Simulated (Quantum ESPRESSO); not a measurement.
# Band energies of Cs₂KCoF₆

```
CELL_PARAMETERS angstrom
      0.00000     4.51872     4.51872
      4.51872     0.00000     4.51872
      4.51872     4.51872     0.00000
ATOMIC_POSITIONS crystal
  F  0.20900 0.79100 0.20900
  F  0.79100 0.20900 0.79100
  F  0.20900 0.79100 0.79100
  F  0.79100 0.20900 0.20900
  F  0.20900 0.20900 0.79100
  F  0.79100 0.79100 0.20900
  K  0.50000 0.50000 0.50000
  Co 0.00000 0.00000 0.00000
  Cs 0.25000 0.25000 0.25000
  Cs 0.75000 0.75000 0.75000
```

LDA (Quantum ESPRESSO, PseudoDojo norm-conserving, 96 Ry, no spin-orbit coupling); path ΓXWKΓLUWLK,UX; energies in eV from the valence-band maximum.

```csv
k (1/Å),point,band 39,band 40,band 41,band 42,band 43,band 44,band 45,band 46
0.00,Γ,-2.63,-2.63,-0.02,-0.02,-0.02,1.08,1.08,4.04
0.23,,-2.66,-2.63,-0.04,-0.01,-0.01,1.08,1.11,4.44
0.46,,-2.73,-2.63,-0.08,0.00,0.00,1.05,1.09,5.28
0.70,X,-2.78,-2.64,-0.11,0.00,0.00,0.97,1.09,5.80
0.70,W,-2.69,-2.69,-0.05,-0.05,0.00,1.00,1.13,6.03
0.94,K,-2.75,-2.65,-0.07,-0.02,-0.01,1.01,1.12,6.00
1.13,,-2.71,-2.67,-0.04,-0.04,-0.01,1.07,1.15,5.65
1.49,,-2.64,-2.64,-0.03,-0.02,-0.02,1.09,1.10,4.31
1.68,Γ,-2.63,-2.63,-0.02,-0.02,-0.02,1.08,1.08,4.04
1.88,,-2.64,-2.64,-0.03,-0.02,-0.02,1.10,1.10,4.35
2.28,L,-2.69,-2.69,-0.05,-0.01,-0.01,1.15,1.15,5.68
2.49,,-2.71,-2.67,-0.05,-0.03,-0.01,1.09,1.14,5.85
2.71,U,-2.75,-2.65,-0.07,-0.02,-0.01,1.01,1.12,6.00
2.71,W,-2.69,-2.69,-0.05,-0.05,0.00,1.00,1.13,6.03
2.83,,-2.68,-2.68,-0.05,-0.04,0.00,1.02,1.14,6.01
2.95,,-2.69,-2.68,-0.05,-0.03,-0.01,1.08,1.14,5.89
3.20,L,-2.69,-2.69,-0.05,-0.01,-0.01,1.15,1.15,5.68
3.30,,-2.69,-2.68,-0.05,-0.02,-0.01,1.14,1.15,5.73
3.41,,-2.71,-2.67,-0.05,-0.03,-0.01,1.09,1.14,5.85
3.62,K,-2.75,-2.65,-0.07,-0.02,-0.01,1.01,1.12,6.00
3.62,U,-2.75,-2.65,-0.07,-0.02,-0.01,1.01,1.12,6.00
3.87,X,-2.78,-2.64,-0.11,0.00,0.00,0.97,1.09,5.80
```

The LDA gap is direct, 0.97 eV at X. Another valence extremum on the path lies within 0.02 eV, too close to call.

The 3d shell has no Hubbard U; the runs are without spin polarisation, and magnetic order was not tried.

Geometry of the Materials Project entry, not relaxed at this level.

The structure is a Materials Project entry; no match was found in the copy of COD used, and its stability was not checked.
